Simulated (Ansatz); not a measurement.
PbO₂ (rutile, P4_2/mnm) under volume change, the program Ansatz at the PBE level (PAW), shape and atoms relaxed at each volume.

```csv
V (Å³/atom),E − E(relaxed) (meV/atom),P (GPa)
13.485,49.4,13.22
13.930,20.4,7.89
14.375,4.7,3.53
14.819,0.0,0.00
15.264,4.1,-2.86
15.708,15.3,-5.14
16.153,32.0,-6.87
```

### Question
What does a third-order Birch–Murnaghan fit give for V₀, B₀ and B′?

### Answer
V₀ = 14.82 Å³/atom, B₀ = 105 GPa, B′ = 6.2.

The cell was relaxed with PBE under the symmetry of its start; of distortions, only those at the zone centre were tested. Scalar-relativistic: spin–orbit coupling is off unless named, which matters more the heavier the elements.

Potentials: the later of the program's two PAW sets.
